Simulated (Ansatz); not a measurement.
**GeOs3: settings compared (Ansatz)**

Run with:

```bash
ansatz run input.yaml --threads 1 --pin off --max-ram 2560MiB --backend cpu --events-out ev --progress --plain --runs-dir out
```

input.yaml:

```yaml
crystal:
  lattice:
    - [5.32715924, 0.0, 0.0]
    - [0.0, 4.28263783, 0.0]
    - [0.0, 0.0, 4.50667734]
  atoms:
    - { symbol: Ge, position: [0.0, 0.0, 0.33] }
    - { symbol: Ge, position: [0.5, 0.5, 0.67] }
    - { symbol: Os, position: [0.25, 0.0, 0.833] }
    - { symbol: Os, position: [0.75, 0.0, 0.833] }
    - { symbol: Os, position: [0.75, 0.5, 0.167] }
    - { symbol: Os, position: [0.25, 0.5, 0.167] }
    - { symbol: Os, position: [0.0, 0.5, 0.67] }
    - { symbol: Os, position: [0.5, 0.0, 0.33] }
  symmetry: { tolerance: 0.0003 }
kpoints:
  mp_grid: { grid: [4, 4, 4], shift: [0, 0, 0] }
magnetization:
  spin_polarized: false
scf:
  occupations: { method: fermi_dirac }
hamiltonian:
  pseudopotentials: { kind: paw }
  xc: lda
basis:
  ecutwfc: 420
output:
  forces: true
  stress: true
  eigenvalues: true
```

Origin of the cell: a known structure type with other elements, at an estimated volume, so it need not be a known compound.

The smearing width isn't typed, so it takes its default of 0.1 eV.

Output of this run (shortened):

```
Pseudopotentials: kind: paw
Pseudopotential: Ge, paw, valence charge 14, recommended cutoff 420 eV (normal), Ge.paw.azcp
Pseudopotential: Os, paw, valence charge 16, recommended cutoff 420 eV (normal), Os.paw.azcp
Functional definition: SPW92
  exchange = slater_x
  correlation = pw_c
Crystal: 8 atoms, lattice volume = 102.817 Å³
Basis set: ecut = 420 eV, 2033 PW (Γ)
Bands: 75, of which v1, the nominal top of the filled ones, is band 62 counted from 1 (61 counted from 0)
Symmetry: 8 space group operations
Space group: Pmmn (ITA 59), of the structure as read, at distance tolerance 1.4e-3 Å
k-points: 27 of 64
[… 4 lines left out …]
Initial density: superposition of atomic densities (neutral atoms: chi_scale 0, normalization atom), corrected by the library's trained network
Functional: x = slater, c = lda
SCF iter   1: F=—  HF=-75138.409871 eV  Δρ=1.26e-2  dr2=8.52e-2  defer=13
SCF iter   2: F=—  HF=-75138.399454 eV  Δρ=6.73e-3  dr2=2.57e-2  defer=17
SCF iter   3: F=—  HF=-75138.396754 eV  Δρ=1.25e-3  dr2=1.21e-3  defer=17
SCF iter   4: F=—  HF=-75138.396155 eV  Δρ=4.26e-4  dr2=1.51e-4  defer=17
SCF iter   5: F=—  HF=-75138.396111 eV  Δρ=7.60e-5  dr2=4.66e-6  defer=17
SCF iter   6: F=—  HF=-75138.396116 eV  Δρ=1.49e-5  dr2=3.32e-7  defer=17
SCF iter   7: F=-75138.396115 eV  HF=-75138.396115 eV  Δρ=3.31e-6  dr2=1.18e-8
SCF 1 converged in 7 iterations: F = -75138.396115 eV  dr2 = 1.18e-8
SCF converged after 7 iterations
Free energy (F): -75138.396115 eV
Harris-Foulkes:  -75138.396115 eV  (|F-HF|=6.14e-9)
Internal energy: -75138.183917 eV  (E = F + TS)
E sigma→0 (E₀):  -75138.290016 eV
Entropy (-TS):   -0.212198 eV (-26.525 meV/atom)
Fermi energy:    25.800094 eV
--- Per-component energies (eV) ---
  E_band       = -267.772370
  E_kinetic    = 3651.967463
  E_local      = -7910.357745  (includes V_loc(G=0)·N_el)
  E_nonlocal   = 885.838529
  E_hartree    = 3453.852136
  E_xc         = -1757.935497
  E_vxc        = -1855.989193  (∫ρ·V_xc dr)
  E_paw        = -56380.760466  (= ΣΔE_a)
  E_vpaw       = -1946.937338  (= ΣTr[D̂ρ^β])
  E_aug_tail   = 0.000095  (compensation charges beyond the density's cutoff)
  E_ewald      = -17086.781490
  E_core_change = 5.993057  (= ΣΔE_core)
  E_smearing   = -0.212198  (= −TS)
  Σ components = -75138.396115   (vs F -75138.396115, Δ=0.00e0)
--- Forces (eV/Å), atoms counted from 1 ---
  atom   1  Ge     0.000000     0.000000     0.340246
  atom   2  Ge     0.000000     0.000000    -0.340246
  atom   3  Os     0.390625     0.000000     0.418293
  atom   4  Os    -0.390625     0.000000     0.418293
  atom   5  Os     0.390625    -0.000000    -0.418293
  atom   6  Os    -0.390625     0.000000    -0.418293
  atom   7  Os     0.000000     0.000000    -0.830896
  atom   8  Os     0.000000     0.000000     0.830896
  max |Σ_I F_I| component: 2.22e-16 eV/Å
--- Stress (GPa, compression-positive) ---
       30.007242       0.000000       0.000000
        0.000000      25.760733       0.000000
        0.000000       0.000000      32.244720
  P = ⅓ Tr σ = 29.3376 GPa (293.376 kbar)
```

The same input was run again with these changes:

1. `scf.algorithm` default → direct_min
2. `scf.lower_state_search` default → standard
3. `scf.eigensolver.kind` default → davidson; `scf.n_extra_bands` default → 16
4. `accuracy` default → high; `hamiltonian.xc` lda → r2scan

```json
{"run": "base", "end": "converged", "SCF iterations": "7", "P (GPa)": "29.34", "max force component (eV/Å)": "0.831", "moment (μB)": "–", "ΔE(σ→0) (meV/atom)": "0"}
{"run": "1", "end": "converged", "SCF iterations": "6", "P (GPa)": "29.34", "max force component (eV/Å)": "0.831", "moment (μB)": "–", "ΔE(σ→0) (meV/atom)": "0.00"}
{"run": "2", "end": "converged", "SCF iterations": "7", "P (GPa)": "29.34", "max force component (eV/Å)": "0.831", "moment (μB)": "–", "ΔE(σ→0) (meV/atom)": "0.00"}
{"run": "3", "end": "converged", "SCF iterations": "7", "P (GPa)": "29.34", "max force component (eV/Å)": "0.831", "moment (μB)": "–", "ΔE(σ→0) (meV/atom)": "0.00"}
{"run": "4", "end": "converged", "SCF iterations": "10", "P (GPa)": "39.52", "max force component (eV/Å)": "0.984", "moment (μB)": "–", "ΔE(σ→0) (meV/atom)": "–"}
```

Energies are compared only where functional, datasets, charge and starting cell are the same.

Caveats of the base run: no moments, though an odd count or open d shells may carry them; no spin-orbit coupling, though heavy elements are present; the given cell is far from equilibrium, with atoms too close or a volume far off; the k mesh is coarse if the cell is a metal.

Run 4: the cutoff lies below the datasets' advice.

The base run took 7.9 s on 1 thread of Intel(R) Xeon(R) Platinum 8488C (Sapphire Rapids), on a shared host, peak memory 0.52 GiB, from the program's own first density.
